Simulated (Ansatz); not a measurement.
# What a change of settings does to a run on Pb

The geometry is COD entry 9012004, unchecked; take it as a test cell. The listed cell was then made from it by scaling, straining or moving an atom.

First run: DFT, PBE, all-electron LAPW, scalar-relativistic (Ansatz 0.2.0).

Command: `ansatz run input.yaml --threads 1 --pin off --max-ram 2048MiB --backend cpu --events-out ev --progress --plain --runs-dir out` The run took 16 s on 1 thread of Arm Neoverse V1, with other jobs on the host, peak memory 0.26 GiB.

```yaml
crystal:
  lattice:
    - [0.0, 2.4500180886, 2.4500180886]
    - [2.4500180886, 0.0, 2.4500180886]
    - [2.4500180886, 2.4500180886, 0.0]
  atoms:
    - { symbol: Pb, position: [0.0, 0.0, 0.0] }
kpoints:
  mp_grid: { grid: [11, 11, 11] }
scf:
  occupations: { method: fermi_dirac, width: 0.05 }
hamiltonian:
  xc: pbe
  pseudopotentials: { kind: all_electron, lapw: { basis_error: 0.001 } }
output:
  forces: true
  stress: true
relax:
  f_tol: 0.005
  max_steps: 80
  cell: {}
```

Result: converged; relaxed volume 31.888 Å³/atom; 17 SCF iterations in all.

No spin–orbit coupling, which matters for the heavy atoms here.

A second input differs as follows:

```diff
@@ -9,5 +9,6 @@
   mp_grid: { grid: [11, 11, 11] }
 scf:
-  occupations: { method: fermi_dirac, width: 0.05 }
+  occupations: { method: methfessel_paxton, width: 1.0 }
+  max_iter: 75
 hamiltonian:
   xc: pbe
```

Problem. What is wrong with it, and what does the program do?

Solution. The fault is a smearing of electronvolts. The run converged; energy at zero smearing +2.4 meV/atom from the first run; relaxed volume 32.002 Å³/atom; 18 SCF iterations in all. Such numbers aren't properties of the crystal. The log ends:
```
       -0.036821       0.000000       0.000000
        0.000000      -0.036821       0.000000
        0.000000       0.000000      -0.036821
  P = ⅓ Tr σ = -0.0368 GPa (-0.368 kbar)
--- Relaxed structure (3 steps of the walk, 3 accepted, 1 SCFs on fresh bases) ---
  F+E_penalty+E_count = -568066.59625014 eV   max|allowed force component| = 0.000e0 eV/Å   (the final SCF, on the basis selected at the relaxed cell)
  cell:  # Å, volume = 32.0018 Å³
    - [-1.9760987259998294e-33, 2.519889239561378, 2.519889239561378]
    - [2.519889239561378, -1.0190744065791151e-34, 2.519889239561378]
    - [2.519889239561378, 2.519889239561378, 3.657322699392833e-35]
  atoms:
    - { symbol: Pb, position: [0.0, 0.0, 0.0] }
```
